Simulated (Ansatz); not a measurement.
Starting cell, PbF2 (fluorite):

```
PbF2
1.0
    0.00000     3.00038     3.00038
    3.00038     0.00000     3.00038
    3.00038     3.00038     0.00000
Pb F
1 2
Direct
  0.00000   0.00000   0.00000
  0.75000   0.75000   0.75000
  0.25000   0.25000   0.25000
```

In each cell atom 1 (Pb, nearest neighbour F at 2.598 Å; its periodic images, 4.2 Å or more away, move with it) moves by s·(1.000, 0.000, 0.000) (along Cartesian x), the rest being held.

Calculation: PBE (plane waves to 420 eV, PAW, scalar-relativistic; Ansatz, a first-principles code). k mesh 8×8×8 (Γ-centred), Fermi-Dirac smearing 0.05 eV. E stands for the smeared free energy. Compression counts positive. F∥ is the force on the atom along that direction. PbF2 was relaxed with its symmetry unable to fall. Spin-orbit coupling is left out, though Pb is heavy. ΔE is measured from the undisplaced structure.

```csv
s (Å),ΔE (meV/cell),F∥ (eV/Å),P (GPa)
-0.260,42.5,0.378,1.37
-0.208,25.6,0.274,0.87
-0.156,13.7,0.188,0.49
-0.104,5.9,0.116,0.22
-0.052,1.4,0.055,0.06
0.000,0.0,0.000,0.00
0.052,1.4,-0.055,0.06
0.104,5.9,-0.116,0.22
0.156,13.7,-0.188,0.49
0.208,25.6,-0.274,0.87
0.260,42.5,-0.378,1.37
```

Derived quantities:

The energy at s = 0.260 Å is 42.5 meV/cell and the force along the line at s = -0.260 Å comes out as 0.378 eV/Å. The force constant k = d²E/ds² at s = 0 (finite differences) comes out as 1.05 eV/Å². Symmetry of the curve: even: the same for both signs. Shape of the curve: a single well with its minimum at or next to zero displacement. Harmonic estimate at the end of the scan: ½ks² = 35.4 meV/cell against the computed 42.5 meV/cell, so the well is stiffer than harmonic there.

(A displaced cell: forces are minus the slopes of the energy, force constants its curvatures, and phonons follow from these.)
